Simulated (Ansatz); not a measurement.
# FeCO$_{3}$ (R-3c): electronic heat capacity from the density of states

The calculation used DFT PBEsol, scalar-relativistic, plane waves, PAW in Ansatz.

Settings: cutoff 420 eV, Γ-centred mesh 12×12×12 on the computed 10-atom cell, Gaussian smearing of 0.10 eV; collinear spin from starting moments 3.71 3.71 0 0 0 0 0 0 0 0 μB.

Relaxed cell: R-3c, a = 4.674 Å, b = 4.674 Å, c = 14.893 Å, α = 90.00°, β = 90.00°, γ = 120.00°, 10 atoms in the primitive cell. Whether it is the stable form of this composition wasn't checked.

The density of states at the Fermi level is 9.962 states/eV in the cell of 10 atoms (2 formula units; both spins, tetrahedra on a 18×18×18 mesh). The run ends with a moment of 8.00 μB a cell (largest on a site 3.37 μB), and the figure is for this state; a paramagnetic sample can have a quite different one. Another magnetic order, if the compound takes it, can change N(E_F) and the shape of the cell a good deal, and may open a gap, where γ is close to zero.

What Sommerfeld coefficient does this give?

Per formula unit N(E_F) = 4.981 states/eV. γ = (π²/3) k_B² N(E_F) N_A = 2.357 mJ/(mol K²) per state/eV, so γ = 11.7 mJ/(mol K²), a mole of formula units. This is the bare band result: a measured γ of the same phase and magnetic order is as a rule larger by a factor 1 + λ from phonons and spin fluctuations. N(E_F) at one energy is sensitive to the mesh where the density of states has sharp peaks.

Moments started parallel, and an antiferromagnetic order may lie lower.

Only this magnetic start was tried.

Cost: 1 run of about 9.5 core-minutes, on Intel Xeon Platinum 8488C (Sapphire Rapids) (shared hosts).